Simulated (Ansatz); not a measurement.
## Polymorphs of BePd

3 relaxations of BePd ended in 3 distinct structures. Level of theory: PBEsol (plane waves to 420 eV, PAW, scalar-relativistic; Ansatz, a program for electronic structure).

| # | space group | Pearson | type | E − E(lowest) (eV/atom) | V (Å³/atom) | coordination | runs ending here |
|---|---|---|---|---|---|---|---|
| 1 | Pm-3m | cP2 | CsCl type | 0.00 | 10.95 | Be 8 (cubic), Pd 8 (cubic)+6 | 1 |
| 2 | Fm-3m | cF8 | rock salt type | 0.41 | 11.94 | Pd 6 (octahedral)+12, Be 6 (octahedral) | 1 |
| 3 | F-43m | cF8 | zinc blende type | 0.98 | 14.94 | Pd 4 (tetrahedral)+12, Be 4 (tetrahedral) | 1 |

Coordination numbers (neighbours up to the widest gap in distance over summed covalent radii, below 1.35; n+m marks a second, longer set). All are gapless at this level. Pm-3m, cP2, CsCl type is the lowest among the structures calculated here.

```cif
data_BePd
_chemical_formula_sum 'Be1 Pd1'
_space_group_name_H-M_alt 'Pm-3m'
_space_group_IT_number 221
_space_group_name_Hall '-P 4 2 3'
_cell_length_a 2.79770
_cell_length_b 2.79770
_cell_length_c 2.79770
_cell_angle_alpha 90.000
_cell_angle_beta 90.000
_cell_angle_gamma 90.000
loop_
_atom_site_label
_atom_site_type_symbol
_atom_site_symmetry_multiplicity
_atom_site_Wyckoff_symbol
_atom_site_fract_x
_atom_site_fract_y
_atom_site_fract_z
_atom_site_occupancy
Be1 Be 1 a 0.00000 0.00000 0.00000 1
Pd1 Pd 1 b 0.50000 0.50000 0.50000 1
```

Each run could gain symmetry but not lose that of its start, so entries can be saddle points. From databases, or of a type measured for this composition: Pm-3m, cP2, CsCl type; the others are generated cells (placed on structure types, drawn at random, substituted or restacked) that were not matched to a known phase here. Energies are at zero temperature and pressure, without zero-point motion. Each cell has its own k-point mesh; energy differences are given only to the digits this allows. No spin polarisation in the result.
